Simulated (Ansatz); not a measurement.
Starting cell, GaP (zinc blende):

```xyz
2
Lattice="0.0000 2.7259 2.7259 2.7259 0.0000 2.7259 2.7259 2.7259 0.0000" Properties=species:S:1:pos:R:3 pbc="T T T"
P      4.0888     4.0888     4.0888
Ga     0.0000     0.0000     0.0000
```

In each cell atom 2 (Ga, nearest neighbour P at 2.361 Å; its periodic images, 3.9 Å or more away, move with it) moves by s·(0.707, 0.707, 0.000) (along Cartesian [110]), the rest being held.

Calculation: r2SCAN (plane waves to 500 eV, PAW, scalar-relativistic; Ansatz, a first-principles code). k mesh 8×8×8 (Γ-centred), Fermi-Dirac smearing 0.05 eV. Energies are smeared free energies. As the smearing reaches across the gap at some points, energies and forces of such displacements shift with the k mesh and the smearing. GaP was relaxed with its symmetry unable to fall. The PAW data are Ansatz's earlier set. ΔE is measured from the undisplaced structure. The last digit holds for this mesh only.

```csv
s (Å),ΔE (meV/cell)
-0.710,2860.7
-0.568,withheld
-0.426,962.8
-0.284,418.8
-0.142,103.4
0.000,0.0
0.142,103.4
0.284,418.8
0.426,962.8
0.568,withheld
0.710,2860.7
```

Task: Fit an even polynomial form (powers 2, 4) to the given rows and predict ΔE at s = -0.568.

Result: Least squares on the 9 given rows: ΔE = (5098)·s² + (1143)·s⁴, in meV/cell with s in Å; root-mean-square residual 0.19 meV/cell. At -0.568 the fit gives 1763.7 meV/cell; the calculation gives 1763.7 meV/cell, the same to the digits shown. The quadratic term alone would give 1644.7 meV/cell.

(For displaced atoms, the force is minus the slope of the energy, and its curvature is a force constant, which sets phonon frequencies.)
